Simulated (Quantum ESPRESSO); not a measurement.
# Computed records: GaGe6N (made-up cell)

All values are calculated (Quantum ESPRESSO 7.5). Calculation on a made-up crystal cell, not a measurement, the moved input of one more run found from cubic fits through the family: the fits match the computed values on one interval only; periodic Kohn-Sham density functional theory in plane waves with PseudoDojo standard norm-conserving scalar-relativistic pseudopotentials, each functional with its own files (v0.5 for PBE, v0.4.1 for LDA and PBEsol), no spin polarisation, no spin-orbit coupling, atoms not relaxed, stress positive in tension, energies less a fixed whole-eV offset for each atom's element; levels are Kohn-Sham levels at fractions of this cell's reciprocal vectors, counted from the reference band (half the neutral cell's valence electrons, rounded up) at Gamma; error bars cover cutoff and k-mesh only, not smearing or the files; added strain carries the atoms with the cell, and shear is the tensor component; each bar is the largest change over components, and at least 0.002 eV, 0.002 eV per angstrom or 0.02 GPa; energies are for the whole cell, and the offsets were chosen from early runs and are not element reference energies.

### GaGe6N (made-up cell)

Reference structure:
```cif
# cell vector a (Å): 5.7343 0.0000 0.0000
# cell vector b (Å): 0.0000 5.7343 0.0000
# cell vector c (Å): 0.0000 0.0000 5.7343
data_GaGe6N
_symmetry_space_group_name_H-M 'P 1'
_symmetry_Int_Tables_number 1
_cell_length_a 5.7343
_cell_length_b 5.7343
_cell_length_c 5.7343
_cell_angle_alpha 90.000
_cell_angle_beta 90.000
_cell_angle_gamma 90.000
_cell_volume 188.56
loop_
_atom_site_label
_atom_site_type_symbol
_atom_site_fract_x
_atom_site_fract_y
_atom_site_fract_z
_atom_site_occupancy
Ga1 Ga 0.99796 0.01132 0.01662 1
N1 N 0.97886 0.47566 0.50189 1
Ge1 Ge 0.48693 0.01725 0.53149 1
Ge2 Ge 0.48719 0.49945 0.00310 1
Ge3 Ge 0.25048 0.25974 0.26823 1
Ge4 Ge 0.23288 0.73587 0.75526 1
Ge5 Ge 0.74169 0.23555 0.76689 1
Ge6 Ge 0.72450 0.74623 0.24271 1
```

- lattice type: zincblende/diamond
- functional: pbe
- cutoff: 1143 eV
- fermi dirac smearing: 0.1 eV
- scf tolerance: 1e-07 eV
- electrons removed: 0
- moved input: shift of site 8 along z
- moved input in the structure shown: -0.0114 Å
- further run fz on site 8: 1.624 eV/Å
- further run fy on site 8: 0.409 eV/Å
- further run fy on site 4: -0.489 eV/Å
- further run fx on site 4: -0.164 eV/Å
- k mesh: 6 x 6 x 6, shifted by half a step
- structure shown: one run of the family, not the further run
- moved input of the further run: ?

Atoms:
```tsv
atoms element	atom site	atom energy offset (eV)
Ga	1	-2080
N	2	-283
Ge	3	-2430
Ge	4	-2430
Ge	5	-2430
Ge	6	-2430
Ge	7	-2430
Ge	8	-2430
```

Family:
```tsv
moved input (Å)	fz on site 8 (eV/Å)	fy on site 8 (eV/Å)	fy on site 4 (eV/Å)	fx on site 4 (eV/Å)
-0.1662	2.265	0.793	-0.864	-0.518
-0.1037	1.91	0.578	-0.644	-0.311
-0.0736	1.734	0.474	-0.546	-0.218
-0.0358	1.51	0.342	-0.431	-0.11
-0.0114	1.363	0.257	-0.361	-0.044
0.181	0.192	-0.438	0.077	0.376
```

To be estimated
1. Give the missing moved input of the further run for GaGe6N (made-up cell).

Answers
1. -0.055 Å

Further results for GaGe6N (made-up cell):

- interval low: -0.05753 Å
- interval high: -0.05249 Å
- energy against integrated force or stress: 2.726e-05 eV
- error bar energy: 0.003409 eV
- error bar force: 0.005018 eV/Å
